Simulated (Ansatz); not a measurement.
# MgScAlO$_{4}$: a fit and a missing row

MgScAlO$_{4}$, R3m, a = 3.240 Å, c = 24.819 Å. The structure is a Materials Project entry; whether it is the stable form wasn't checked. Ansatz: r2SCAN, PAW, 500 eV, Γ-centred 12×12×12 mesh on 7 atoms, Gaussian smearing 0.02 eV; no spin polarisation. Shape and atoms are relaxed at each volume; pressure is positive in compression.

```tsv
V (Å³/atom)	P (GPa)
10.101	12.63
10.424	5.85
10.746	0.01
11.068	-4.99
11.391	?
```

Task: Take V0 = 10.746 Å³/atom, count pressures from its P0 = 0.01 GPa, fit the third-order Birch–Murnaghan form to the other rows, and predict the missing pressure.

Result: With the Eulerian strain f = ½[(V0/V)^(2/3) − 1] and y = (P − P0)/[3f(1 + 2f)^(5/2)], the form is the line y = B0 + 1.5 B0 (B0′ − 4) f. Rows (f, y): 0.02106, 180.2; 0.01024, 180.7; -0.00975, 179.6. Means f = 0.007183, y = 180.17; Σ(Δf)² = 0.0004886, ΣΔfΔy = 0.01169; the slope is their ratio. y = 180.0 + 23.92 f GPa, so B0 = 180.0 GPa and B0′ = 4 + 2 × (23.92)/(3 × 180.0) = 4.09. At V = 11.391, f = -0.01906, y = 179.54 and P = -9.31 GPa. The run gave -9.29 GPa, so the fit is 0.02 GPa too low, within twice the rms miss on the fitted rows (0.02 GPa). The form still works here, 33 % of the fitted range beyond its end.

Cost: 5 runs of about 31 core-minutes in all, on Arm Neoverse V2 (shared hosts).